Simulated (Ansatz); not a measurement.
The following input was run with Ansatz 0.2.0.

```yaml
crystal:
  lattice:
    - [5.8937689615, 0.0, 0.0]
    - [-2.9468844808, 5.1041536447, 0.0]
    - [0.0, 0.0, 3.5079763142]
  atoms:
    - { symbol: Tl, position: [0.0, 0.0, 0.0] }
    - { symbol: Bi, position: [0.6666666667, 0.3333333333, 0.5] }
    - { symbol: Bi, position: [0.3333333333, 0.6666666667, 0.5] }
basis:
  ecutwfc: 500
kpoints:
  mp_grid: { grid: [12, 12, 12] }
hamiltonian:
  xc: r2scan
scf:
  occupations: { method: gaussian, width: 0.1 }
output:
  forces: true
  stress: true
  eigenvalues: true
relax:
  adjacent_minimum: "off"
  f_tol: 0.01
  max_steps: 30
  cell: { stress_tol: 0.1, fix: [volume] }
```

Command:
```bash
ansatz run input.yaml --threads 1 --pin off --max-ram 2560MiB --backend cpu --events-out ev --progress --plain --runs-dir out
```

Theory: Ansatz 0.2.0, DFT r2SCAN, scalar-relativistic, plane waves, PAW.

Abridged output:

```
Pseudopotentials: kind: paw
Pseudopotential: Tl, paw, valence charge 13, recommended cutoff 500 eV (meta_gga)
Pseudopotential: Bi, paw, valence charge 15, recommended cutoff 500 eV (meta_gga)
Functional definition: r2SCAN
Crystal: 3 atoms, lattice volume = 105.529 Å³
Basis set: ecut = 500 eV, 2725 PW (Γ), exchange–correlation on 180×180×108 points (64 copies of the dense FFT grid, shifted against one another)
Bands: 26, of which v1, the nominal top of the filled ones, is band 22 counted from 1 (21 counted from 0)
Symmetry: 24 space group operations
Space group: P6/mmm (ITA 191), of the structure as read, at distance tolerance 4.7e-5 Å
k-points: 133 of 1728
Initial density: superposition of atomic densities (neutral atoms: chi_scale 0, normalization atom), corrected by the library's trained network
Initial wavefunctions: pseudopotential atomic-orbital guess
Functional: x = r2scan, c = r2scan; τ floored in thin density (d = 2e-4 eV/Å³)
SCF iter   1: F=—  HF=-36280.516882 eV  |F-HF|=—  |Δ(HF+E_count)|=         —  Δρ=5.17e-3  dr2=3.30e-2  dr2_τ=4.15e-3  ethr=1.77e-3  ⟨swp⟩=6.6  Hψ=15458  notcnv=0
SCF iter   2: F=—  HF=-36280.516126 eV  |F-HF|=—  |Δ(HF+E_count)|=   7.55e-4  Δρ=2.46e-3  dr2=1.06e-2  dr2_τ=3.44e-4  ethr=7.68e-5  ⟨swp⟩=2.0  Hψ=5821  notcnv=0
SCF iter   3: F=—  HF=-36280.516089 eV  |F-HF|=—  |Δ(HF+E_count)|=   3.74e-5  Δρ=7.59e-4  dr2=1.95e-3  dr2_τ=1.69e-5  ethr=2.46e-5  ⟨swp⟩=2.0  Hψ=4790  notcnv=0
SCF iter   4: F=—  HF=-36280.516099 eV  |F-HF|=—  |Δ(HF+E_count)|=   1.01e-5  Δρ=1.72e-4  dr2=3.65e-5  dr2_τ=1.18e-6  ethr=4.53e-6  ⟨swp⟩=2.1  Hψ=4371  notcnv=0
SCF iter   5: F=—  HF=-36280.516104 eV  |F-HF|=—  |Δ(HF+E_count)|=   4.42e-6  Δρ=5.07e-5  dr2=4.43e-6  dr2_τ=8.52e-8  ethr=8.50e-8  ⟨swp⟩=2.0  Hψ=4974  notcnv=0  defer=2
SCF iter   6: F=—  HF=-36280.516104 eV  |F-HF|=—  |Δ(HF+E_count)|=   5.02e-7  Δρ=1.45e-5  dr2=3.35e-7  dr2_τ=7.53e-9  ethr=1.03e-8  ⟨swp⟩=2.0  Hψ=4824  notcnv=0  defer=2
SCF iter   7: F=-36280.516104 eV  HF=-36280.516104 eV  |F-HF|=1.21e-8  |Δ(HF+E_count)|=   2.18e-7  Δρ=3.88e-6  dr2=3.01e-8  dr2_τ=5.30e-10  ethr=2.33e-10  ⟨swp⟩=7.9  Hψ=18063  notcnv=0
SCF 1 converged in 7 iterations: F = -36280.516104 eV  dr2 = 3.01e-8
relax step   1: F+E_penalty+E_count = -36280.51610426 eV  Δ(F+E_penalty+E_count) = +0.000e0 eV  max|allowed force component| = 3.331e-16 eV/Å  Δτ_max = 0.0000 Å  P = -3.254 GPa  Ω = 105.529 Å³  fix = [volume]  reactions: volume -3.254 GPa (7 SCF iters, dr2 threshold 1.00e-7 eV, accepted)
Initial density: handed on by an earlier stage of this run
Initial wavefunctions: pseudopotential atomic-orbital guess (no wavefunctions were taken with the density)
SCF iter   1: F=—  HF=-36280.516102 eV  |F-HF|=—  |Δ(HF+E_count)|=         —  Δρ=3.94e-6  dr2=3.05e-8  dr2_τ=5.89e-10  ethr=2.79e-8  ⟨swp⟩=4.1  Hψ=27155  notcnv=0
SCF iter   2: F=—  HF=-36280.516104 eV  |F-HF|=—  |Δ(HF+E_count)|=   2.61e-6  Δρ=2.89e-6  dr2=1.67e-8  dr2_τ=1.49e-10  ethr=7.08e-11  ⟨swp⟩=2.7  Hψ=6605  notcnv=0
SCF iter   3: F=—  HF=-36280.516104 eV  |F-HF|=—  |Δ(HF+E_count)|=   1.28e-8  Δρ=4.90e-7  dr2=4.81e-10  dr2_τ=1.28e-10  ethr=3.88e-11  ⟨swp⟩=2.0  Hψ=4888  notcnv=0
SCF iter   4: F=-36280.516104 eV  HF=-36280.516104 eV  |F-HF|=5.09e-11  |Δ(HF+E_count)|=  2.69e-10  Δρ=1.64e-7  dr2=1.68e-11  dr2_τ=8.26e-13  ethr=1.00e-12  ⟨swp⟩=6.5  Hψ=16726  notcnv=0
SCF 2 converged in 4 iterations: F = -36280.516104 eV  dr2 = 1.68e-11
SCF converged after 4 iterations
Free energy (F): -36280.516104 eV
Harris-Foulkes:  -36280.516104 eV  (|F-HF|=5.09e-11)
Internal energy: -36280.503429 eV  (E = F + TS)
E sigma→0 (E₀):  -36280.509766 eV
Entropy (-TS):   -0.012676 eV (-4.225 meV/atom)
Fermi energy:    9.169136 eV
--- Per-component energies (eV) ---
  E_band       = -270.035032
  E_kinetic    = 932.300431
  E_local      = -4015.630178  (includes V_loc(G=0)·N_el)
  E_nonlocal   = 1439.330441
  E_hartree    = 1338.310186
  E_xc         = -498.200486
  E_vxc        = -466.865912  (∫ρ·V_xc dr)
  E_paw        = -31568.143878  (= ΣΔE_a)
  E_vpaw       = -869.682202  (= ΣTr[D̂ρ^β])
  E_aug_tail   = -0.000510  (compensation charges beyond the density's cutoff)
  E_vtau       = 33.892552  (kinetic-family band-sum trace: ∫τ·v_τ [+ j·A + Jᵃ·Aᵃ] dr)
  E_ewald      = -3911.260290
  E_core_change = 2.790855  (= ΣΔE_core)
  E_smearing   = -0.012676  (= −TS)
--- Forces (eV/Å), atoms counted from 1 ---
  atom   1  Tl     0.00000000     0.00000000     0.00000000
  atom   2  Bi     0.00000000     0.00000000     0.00000000
  atom   3  Bi     0.00000000     0.00000000     0.00000000
--- Stress (GPa, compression-positive) ---
       -3.283671       0.000000       0.000000
        0.000000      -3.283671       0.000000
        0.000000       0.000000      -3.193639
  P = ⅓ Tr σ = -3.2537 GPa (-32.537 kbar)
--- Band table (eV; the first three rows and the last of 133) ---
  k-point 0: bands = ["-14.5535", "-14.5025", "-14.5025", "-14.4727", "-14.4372", "-14.4372", "-14.4344", "-14.4344", "-14.3973", "-14.3973", "-3.6674", "-3.1610", "-2.9325", "-2.9325", "-2.8350", "-2.8350", "-1.0492", "2.8931", "6.1328", "6.1328", "7.5966", "7.5966", "11.2561", "14.0247", "15.2133", "15.2133"]
  k-point 1: bands = ["-14.5436", "-14.5022", "-14.5022", "-14.4621", "-14.4406", "-14.4406", "-14.4342", "-14.4342", "-14.4002", "-14.4002", "-3.5979", "-3.1296", "-2.9302", "-2.9302", "-2.8474", "-2.8474", "-0.9834", "2.9460", "6.2006", "6.2006", "7.6991", "7.6991", "10.4530", "13.2276", "15.1571", "15.1571"]
  k-point 2: bands = ["-14.5166", "-14.5013", "-14.5013", "-14.4498", "-14.4498", "-14.4334", "-14.4334", "-14.4332", "-14.4081", "-14.4081", "-3.3974", "-3.0419", "-2.9239", "-2.9239", "-2.8810", "-2.8810", "-0.7923", "3.0924", "6.3957", "6.3957", "8.0023", "8.0023", "8.9934", "11.6531", "14.4208", "14.8817"]
  k-point 132: bands = ["-14.5456", "-14.4934", "-14.4831", "-14.4831", "-14.4643", "-14.4643", "-14.4351", "-14.3802", "-14.3401", "-14.3401", "-3.0568", "-3.0568", "-2.8997", "-2.8997", "-2.7276", "-1.0979", "-1.0979", "4.0846", "5.7270", "5.7560", "5.7560", "9.5356", "9.5356", "10.4036", "12.4452", "12.4452"]
--- Relaxed structure (1 steps of the walk, 1 accepted, 1 SCFs on fresh bases) ---
  F+E_penalty+E_count = -36280.51610427 eV   max|allowed force component| = 2.961e-16 eV/Å   (the final SCF, on the basis selected at the relaxed cell)
  cell:  # Å, volume = 105.5294 Å³
    - [5.89376896, 0.0, 0.0]
    - [-2.94688448, 5.10415364, 0.0]
    - [0.0, 0.0, 3.5079763142]
  atoms:
    - { symbol: Tl, position: [0.0, 0.0, 0.0] }
    - { symbol: Bi, position: [0.66666666, 0.33333333, 0.50000000] }
    - { symbol: Bi, position: [0.33333333, 0.66666666, 0.50000000] }
```

The relaxation met its thresholds.

The run took 2.9 min on 1 thread of Intel(R) Xeon(R) Processor @ 2.50GHz (Skylake/Cascade Lake), on a shared host, peak memory 0.89 GiB.

Spin–orbit coupling is left out, which can shift energies with elements as heavy as these.